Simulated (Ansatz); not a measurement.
MgO:
```
CELL_PARAMETERS angstrom
      5.49846     0.00000     0.00000
      0.00000     5.49846     0.00000
      0.00000     0.00000     3.26668
ATOMIC_POSITIONS crystal
  Mg 0.32089 0.67911 0.00000
  Mg 0.67911 0.32089 0.00000
  Mg 0.82089 0.82089 0.50000
  Mg 0.17911 0.17911 0.50000
  O  0.31635 0.31635 0.00000
  O  0.68365 0.68365 0.00000
  O  0.18365 0.81635 0.50000
  O  0.81635 0.18365 0.50000
```

Relaxed with r²SCAN. Independent-particle spectrum: no excitons, no local fields, no scissors shift; 0.1 eV broadening; ε₁ of the summed bands alone.

Tabulate the dielectric function from r²SCAN in the plane-wave PAW code Ansatz.



| E (eV) | ε₁ xx | ε₂ xx | ε₁ zz | ε₂ zz |
|---|---|---|---|---|
| 0.0 | 2.62 | 0.00 | 2.58 | 0.00 |
| 0.4 | 2.63 | 0.00 | 2.58 | 0.00 |
| 0.8 | 2.64 | 0.00 | 2.59 | 0.00 |
| 1.2 | 2.66 | 0.00 | 2.61 | 0.00 |
| 1.6 | 2.68 | 0.00 | 2.63 | 0.00 |
| 2.0 | 2.72 | 0.00 | 2.66 | 0.00 |
| 2.4 | 2.76 | 0.00 | 2.70 | 0.00 |
| 2.8 | 2.83 | 0.00 | 2.75 | 0.00 |
| 3.2 | 2.91 | 0.00 | 2.83 | 0.00 |
| 3.6 | 3.04 | 0.00 | 2.92 | 0.00 |
| 4.0 | 3.28 | 0.00 | 3.07 | 0.00 |
| 4.4 | 3.58 | 0.47 | 3.40 | 0.03 |
| 4.8 | 3.42 | 0.75 | 3.51 | 0.57 |
| 5.2 | 3.30 | 0.88 | 3.37 | 0.80 |
| 5.6 | 3.26 | 0.97 | 3.27 | 0.93 |
| 6.0 | 3.23 | 1.09 | 3.21 | 1.02 |
| 6.4 | 3.20 | 1.21 | 3.16 | 1.10 |
| 6.8 | 3.19 | 1.33 | 3.16 | 1.19 |
| 7.2 | 3.18 | 1.46 | 3.18 | 1.29 |
| 7.6 | 3.20 | 1.62 | 3.25 | 1.45 |
| 8.0 | 3.38 | 1.88 | 3.26 | 1.62 |
| 8.4 | 3.24 | 2.77 | 3.32 | 2.32 |
| 8.8 | 2.29 | 2.48 | 2.80 | 2.24 |
| 9.2 | 2.15 | 3.13 | 2.79 | 2.60 |
| 9.6 | 1.20 | 2.36 | 2.04 | 2.62 |
| 10.0 | 1.56 | 1.72 | 1.98 | 2.56 |
| 10.4 | 1.98 | 2.03 | 2.05 | 2.27 |
| 10.8 | 1.65 | 2.11 | 1.78 | 2.68 |
| 11.2 | 1.38 | 2.19 | 1.51 | 2.67 |
| 11.6 | 0.96 | 2.07 | 0.74 | 2.73 |
| 12.0 | 1.11 | 1.66 | 0.77 | 2.01 |

From ε at 5.1 eV (xx: 3.32 + 0.85i), find n, k, the normal reflectivity and the absorption coefficient.

n = 1.84, k = 0.231, R = 9 %, α = 2kE/ħc = 120000 cm⁻¹.

With all bands, ε∞ without local fields is 2.77 (xx = yy), 2.73 (zz).

Space group P4_2/mnm. The start of the workflow was typed in or built on a structure type; neither database checked (COD, Materials Project) lists it. It is not the phase usual at ambient conditions (space group No. 225). The r²SCAN relaxation kept the symmetry of its start; its stability against distortions is not shown here.

Potentials: the later of the program's two PAW sets.
